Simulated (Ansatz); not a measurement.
**RbLuSe2 (R-3m): the size of the finite step**

```xyz
4
Lattice="2.0460 1.1812 7.8450 -2.0460 1.1812 7.8450 0.0000 -2.3625 7.8450" Properties=species:S:1:pos:R:3 pbc="T T T"
Rb    0.0000    0.0000    0.0000
Lu    0.0000    0.0000   11.7675
Se    0.0000    0.0000    5.4468
Se    0.0000    0.0000   18.0882
```

The conventional cell has a = 4.092 Å, b = 4.092 Å, c = 23.535 Å, α = 90.00°, β = 90.00°, γ = 120.00°. Rb (atom 1) is surrounded by 6 Se at 3.37 Å. Lu (atom 2) has 6 Se at 2.81 Å as nearest neighbours. Se (atom 3) is surrounded by 3 Lu at 2.81 Å.

Level of theory, where no other is named: PBEsol, PAW on Ansatz 0.2.0's default frozen-core files (fitted under PBE), scalar-relativistic. k mesh 6×6×6, strains of ±0.005, fixed occupations, cutoff 420 eV. The cell was relaxed by PAW under this functional.

(1) Elastic constants come from stresses at strains of ±0.005 (two-point stencil): C11 = 78.5, C12 = 20.6, C13 = 23.6, C14 = 10.3, C33 = 75.2, C44 = 26.6 GPa. What does an amplitude of 0.0002 give?

Answers

(1) C11 = 78.5, C12 = 20.4, C13 = 23.5, C14 = 10.5, C33 = 75.2, C44 = 26.6 GPa. A very small step divides the noise of the stresses by a small number. Steps under 0.001 aren't safe in general, since the basis can change from cell to cell and the noise grows as 1/δ.

Known limits: frozen-core PAW files fitted under PBE, their cores solved anew for the functional of the run.
